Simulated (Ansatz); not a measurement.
BaO (rock salt, Fm-3m), the program Ansatz at the PBE level (PAW). The conduction-band minimum lies at X, with 3 equivalent valleys. Second derivatives d²E/dk² of the lowest band at one valley (eV·Å²), along Cartesian directions:

```tsv
direction	d²E/dk²
[100]	6.108
[010]	19.21
[001]	19.21
[110]	12.66
[101]	12.66
[011]	19.21
```

**Question.** Find the principal effective masses, the density-of-states mass and the conductivity mass.

**Answer.** Off-diagonal terms follow from H_xy = H[110] − (H_xx + H_yy)/2, and m*/mₑ = 7.620 eV·Å² over each eigenvalue: 0.40, 0.40, 1.2. One valley's DOS mass (m₁m₂m₃)^(1/3) = 0.58, conductivity mass 3/(Σ 1/mᵢ) = 0.51 mₑ.

**Question.** What effective density of states Nc follows at 300 K for parabolic valleys?

**Answer.** Nc = 2.509e19 × 3 × (0.58)^(3/2) ≈ 3.3e19 cm⁻³.

The PBE relaxation kept the symmetry of its start. Scalar-relativistic: spin–orbit coupling is off unless named, which matters more the heavier the elements.

Potentials: the later of the program's two PAW sets.

Edges and masses are those of Kohn–Sham bands, whose gap is no quasiparticle gap.
